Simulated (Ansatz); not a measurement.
# ZrMn$_{2}$: reading a single point

```yaml
crystal:
  lattice:
    - [4.90147, 0.00000, 0.00000]
    - [-2.45073, 4.24479, 0.00000]
    - [0.00000, 0.00000, 8.05921]
  atoms:
    - { symbol: Zr, position: [0.33330, 0.66670, 0.06300] }
    - { symbol: Zr, position: [0.66660, 0.33330, 0.56300] }
    - { symbol: Zr, position: [0.33330, 0.66670, 0.43700] }
    - { symbol: Zr, position: [0.66670, 0.33340, 0.93700] }
    - { symbol: Mn, position: [0.83300, 0.66600, 0.25000] }
    - { symbol: Mn, position: [0.16700, 0.83300, 0.75000] }
    - { symbol: Mn, position: [0.33400, 0.16700, 0.25000] }
    - { symbol: Mn, position: [0.16700, 0.33400, 0.75000] }
    - { symbol: Mn, position: [0.83300, 0.16700, 0.25000] }
    - { symbol: Mn, position: [0.66600, 0.83300, 0.75000] }
    - { symbol: Mn, position: [0.00000, 0.00000, 0.00000] }
    - { symbol: Mn, position: [0.00000, 0.00000, 0.50000] }
```

Single point in Ansatz 0.2.0 with r2SCAN, no spin polarisation. Cutoff 500 eV, PAW datasets, 8×8×4 Γ-centred k mesh, fermi-dirac filling (width 0.0281 eV).

Problem. Give the Bader charges.

Solution. Bader charges in e: Zr +1.37, Mn -0.68. In the mean Zr gives up most and Mn takes most.

Problem. Which atom feels the largest force, and which way?

Solution. The largest is on Mn5 (and as large on other atoms): 0.34 eV/Å, components (0.00, -0.34, 0.00). It makes 30° with the line to a nearest neighbour, Mn9 at 2.45 Å, pointing towards it.

Problem. Describe some of the short contacts.

Solution. Mn–Mn at 2.45 Å: least valence density 0.41 e/Å³ and ELF 0.31 there. Zr–Mn at 2.87 Å: least valence density 0.24 e/Å³ and ELF 0.24 there. Zr–Zr at 3.01 Å: least valence density 0.17 e/Å³ and ELF 0.09 there. Both are smooth PAW fields, read partly inside the augmentation spheres.

Problem. What does the stress say?

Solution. The pressure is 0.6 GPa (compression positive), so with the atoms held at these fractions the cell would first expand. The principal stresses 0.0, 0.0, 1.9 GPa differ, so its shape would change too.

Problem. What happens at the Fermi level?

Solution. It is a metal, with about 18 states/eV a cell as the mean within 0.25 eV of the Fermi level, mostly Mn d (82 %) and Zr d (13 %).

Origin: a known structure type with other elements, at an estimated volume, so it need not be a known compound. Caveats: no spin polarisation, so a magnetic state may lie lower.
